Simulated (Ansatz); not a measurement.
These are results of DFT PBE, scalar-relativistic, plane waves, PAW in Ansatz, not measurements. Settings: cutoff 420 eV, Γ-centred meshes spaced at most about 0.3 Å⁻¹, and about 0.25 Å⁻¹ or finer for metals (2π included), Gaussian smearing. Collinear spin in cells that started with moments and kept them past the coarse steps, no spin elsewhere.

All energies are static (0 K, no zero-point motion). All come from trial cells, and lower structures may exist.

Problem. Order these relaxed structures of Nb2Te2S by energy, lowest first, with the energy over the lowest of them.
A.

```
CELL_PARAMETERS angstrom
3.18763 -5.48245 0.00000
3.18763 5.48245 0.00000
0.00000 0.00000 4.36446
ATOMIC_POSITIONS crystal
Nb 0.81464 0.81464 0.00000
Nb 0.18536 0.18536 0.00000
Te 0.00000 0.50000 0.00000
Te 0.50000 0.00000 0.00000
S 0.00000 0.00000 0.50000
```

B.

```
CELL_PARAMETERS angstrom
1.87118 1.08033 10.20257
-1.87118 1.08033 10.20257
0.00000 -2.16065 10.20257
ATOMIC_POSITIONS crystal
Nb 0.62808 0.62808 0.62808
Nb 0.37192 0.37192 0.37192
Te 0.23208 0.23208 0.23208
Te 0.76792 0.76792 0.76792
S 0.00000 0.00000 0.00000
```

C.

```
CELL_PARAMETERS angstrom
-2.38715 2.38715 5.59865
2.38715 -2.38715 5.59865
2.38715 2.38715 -5.59865
ATOMIC_POSITIONS crystal
Nb 0.75000 0.25000 0.50000
Nb 0.25000 0.75000 0.50000
Te 0.36682 0.36682 0.00000
Te 0.63318 0.63318 0.00000
S 0.00000 0.00000 0.00000
```

D.

```
CELL_PARAMETERS angstrom
4.38507 0.00000 0.00000
-2.19254 3.79758 0.00000
0.00000 0.00000 8.20376
ATOMIC_POSITIONS crystal
Nb 0.33333 0.66667 0.08623
Nb 0.66667 0.33333 0.91377
Te 0.33333 0.66667 0.73678
Te 0.66667 0.33333 0.26322
S 0.00000 0.00000 0.00000
```

Solution. D (0 meV/atom), B (61 meV/atom), A (702 meV/atom), C (972 meV/atom). Forms: D P-3m1, no spin; B R-3m, no spin; A Cmmm, no spin; C I4/mmm, moments up to 0.6 μB. Counting S or Te atoms around Nb (for each partner element, those within 1.25 times its shortest distance or 1.15 times the sum of covalent radii, where it is the nearest in units of that sum or under 1.3): D has Nb 7; B has Nb 6; A has Nb 4; C has Nb 4. C holds Te–Te pairs (shortest 2.98 Å) (bonds between like non-metal atoms; other contacts aren't counted).

No dispersion correction is applied, so the spacing and binding between layers, chains or molecules are poorly described (P-3m1, R-3m), and this can change margins and order among such cells. Spin–orbit coupling, which can matter for Te, is left out. A magnetic state wasn't ruled out in cells without spin, among them P-3m1, R-3m. The magnetic state reached may not be the lowest. Cells relaxed within their symmetry can be saddle points. Some candidate types were left out of the draw beforehand, so a known form may be missing.
